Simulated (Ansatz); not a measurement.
NaLiZnS₂:
```cif
data_LiNaS2Zn
_chemical_formula_sum 'Na1 Li1 Zn1 S2'
_space_group_name_H-M_alt 'P 1'
_space_group_IT_number 1
_cell_length_a 3.94364
_cell_length_b 3.94364
_cell_length_c 6.75093
_cell_angle_alpha 90.000
_cell_angle_beta 90.000
_cell_angle_gamma 120.000
loop_
_space_group_symop_operation_xyz
  'x, y, z'
loop_
_atom_site_label
_atom_site_type_symbol
_atom_site_fract_x
_atom_site_fract_y
_atom_site_fract_z
_atom_site_occupancy
Na1 Na 0.00000 0.00000 0.02455 1
Li1 Li 0.33333 0.66667 0.35602 1
Zn1 Zn 0.66667 0.33333 0.61298 1
S1 S 0.33333 0.66667 0.73501 1
S2 S 0.66667 0.33333 0.27143 1
```

Relaxed with r²SCAN.

### Question
Which orbitals make up the states near the band edges in plane-wave PAW r²SCAN (Ansatz code)?

### Answer
Top 1 eV of the valence band: S 3p 94 %. Bottom 1 eV of the conduction band: Zn 4s 42 %, S 3s 21 %, S 3p 16 %, Na 3s 13 %, outside the projected shells 7 %. Projections are on Löwdin-orthogonalised atomic valence shells; empty p or d shells of many metals are not among them.

### Question
Tabulate the density of states.

### Answer
States/eV per cell of 5 atoms, in 0.25 eV bins, energy from the valence-band maximum.

| E (eV) | total | S 3p | Zn 3d | Zn 4s |
|---|---|---|---|---|
| -7.85 | 0.00 | 0.00 | 0.00 | 0.00 |
| -7.60 | 0.00 | 0.00 | 0.00 | 0.00 |
| -7.35 | 0.00 | 0.00 | 0.00 | 0.00 |
| -7.10 | 0.00 | 0.00 | 0.00 | 0.00 |
| -6.85 | 0.00 | 0.00 | 0.00 | 0.00 |
| -6.60 | 0.00 | 0.00 | 0.00 | 0.00 |
| -6.35 | 14.89 | 1.06 | 13.68 | 0.09 |
| -6.10 | 22.33 | 0.54 | 21.47 | 0.05 |
| -5.85 | 2.77 | 0.06 | 2.61 | 0.02 |
| -5.60 | 0.00 | 0.00 | 0.00 | 0.00 |
| -5.35 | 0.00 | 0.00 | 0.00 | 0.00 |
| -5.10 | 0.00 | 0.00 | 0.00 | 0.00 |
| -4.85 | 0.45 | 0.29 | 0.03 | 0.11 |
| -4.60 | 2.38 | 1.49 | 0.12 | 0.64 |
| -4.35 | 1.25 | 0.76 | 0.10 | 0.30 |
| -4.10 | 1.13 | 0.70 | 0.09 | 0.24 |
| -3.85 | 1.75 | 1.14 | 0.09 | 0.32 |
| -3.60 | 0.87 | 0.58 | 0.03 | 0.14 |
| -3.35 | 0.49 | 0.40 | 0.01 | 0.03 |
| -3.10 | 0.69 | 0.60 | 0.02 | 0.01 |
| -2.85 | 2.23 | 1.88 | 0.07 | 0.03 |
| -2.60 | 3.10 | 2.54 | 0.11 | 0.04 |
| -2.35 | 3.13 | 2.65 | 0.13 | 0.03 |
| -2.10 | 2.75 | 2.38 | 0.11 | 0.02 |
| -1.85 | 4.40 | 3.89 | 0.15 | 0.02 |
| -1.60 | 3.50 | 3.09 | 0.13 | 0.01 |
| -1.35 | 3.42 | 3.05 | 0.13 | 0.01 |
| -1.10 | 4.47 | 4.08 | 0.16 | 0.01 |
| -0.85 | 4.34 | 4.05 | 0.12 | 0.00 |
| -0.60 | 4.32 | 4.08 | 0.11 | 0.00 |
| -0.35 | 2.32 | 2.21 | 0.05 | 0.00 |
| -0.10 | 1.00 | 0.97 | 0.02 | 0.00 |
| 0.15 | 0.00 | 0.00 | 0.00 | 0.00 |
| 0.40 | 0.00 | 0.00 | 0.00 | 0.00 |
| 0.65 | 0.00 | 0.00 | 0.00 | 0.00 |
| 0.90 | 0.00 | 0.00 | 0.00 | 0.00 |
| 1.15 | 0.00 | 0.00 | 0.00 | 0.00 |
| 1.40 | 0.00 | 0.00 | 0.00 | 0.00 |
| 1.65 | 0.00 | 0.00 | 0.00 | 0.00 |
| 1.90 | 0.00 | 0.00 | 0.00 | 0.00 |
| 2.15 | 0.00 | 0.00 | 0.00 | 0.00 |
| 2.40 | 0.00 | 0.00 | 0.00 | 0.00 |
| 2.65 | 0.02 | 0.00 | 0.00 | 0.01 |
| 2.90 | 0.07 | 0.01 | 0.00 | 0.03 |
| 3.15 | 0.13 | 0.02 | 0.00 | 0.06 |
| 3.40 | 0.21 | 0.04 | 0.00 | 0.09 |
| 3.65 | 0.29 | 0.06 | 0.00 | 0.12 |
| 3.90 | 1.28 | 0.19 | 0.00 | 0.40 |
| 4.15 | 1.75 | 0.28 | 0.00 | 0.56 |
| 4.40 | 1.29 | 0.22 | 0.00 | 0.42 |
| 4.65 | 1.40 | 0.23 | 0.00 | 0.42 |
| 4.90 | 1.89 | 0.29 | 0.00 | 0.50 |
| 5.15 | 2.03 | 0.23 | 0.00 | 0.34 |
| 5.40 | 2.20 | 0.22 | 0.00 | 0.28 |
| 5.65 | 2.44 | 0.24 | 0.00 | 0.30 |
| 5.90 | 1.08 | 0.08 | 0.00 | 0.07 |
| 6.15 | 2.45 | 0.17 | 0.00 | 0.11 |
| 6.40 | 2.65 | 0.15 | 0.00 | 0.09 |
| 6.65 | 2.07 | 0.11 | 0.00 | 0.06 |
| 6.90 | 1.82 | 0.08 | 0.00 | 0.05 |
| 7.15 | 3.37 | 0.15 | 0.00 | 0.09 |

Space group P3m1. The workflow started from a Materials Project entry (that database holds measured and hypothetical structures alike); the Crystallography Open Database copy checked does not list it. Its standing as an ambient phase is unchecked. Symmetry was held in the r²SCAN relaxation; whether a distortion lowers the energy is not shown.

Potentials: the later of the program's two PAW sets.
